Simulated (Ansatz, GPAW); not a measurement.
## SnSe: programs and potentials compared

```
CELL_PARAMETERS angstrom
0.00000 3.01000 3.01000
3.01000 0.00000 3.01000
3.01000 3.01000 0.00000
ATOMIC_POSITIONS crystal
Sn 0.00000 0.00000 0.00000
Se 0.50000 0.50000 0.50000
```

Measurements of this composition are mostly on another form, of space group No. 62.

Alike in all runs: task single point; functional PBEsol; k mesh 8 × 8 × 8; occupations gaussian, width 0.1 eV; no spin polarisation; no spin-orbit coupling. Pressure is positive in compression and, in plane waves, holds the error of the finite cutoff, which Ansatz's Pulay term estimates and takes out.

```
                           program and potentials  plane-wave cutoff (eV)                                                                                                                            notes  band gap (eV)  pressure (GPa)
                               Ansatz, Ansatz PAW                     420  potentials made for PBE, which Ansatz adapts in part; 15 valence electrons an atom on average; Pulay term of +0.03 GPa included           0.65           -1.94
GPAW, PAW data sets generated for this functional                     600                                                                                          10 valence electrons an atom on average           0.66           -2.10
   Ansatz, all-electron LAPW, scalar-relativistic                       -                                                                                                                                -           0.65           -1.93
```

The band gap spans 0.65 (Ansatz, Ansatz PAW) to 0.66 eV (GPAW, PAW data sets generated for this functional), with all-electron results at 0.65. The pressure spans -2.10 (GPAW, PAW data sets generated for this functional) to -1.93 GPa (Ansatz, all-electron LAPW, scalar-relativistic), with all-electron results at -1.93. Spin-orbit coupling, left out here, moves the band edges of heavy atoms.

Differences between rows come from potentials, basis sets and numerical settings, since the functional is the same but for its coding. Runs on potential files found faulty are left out.
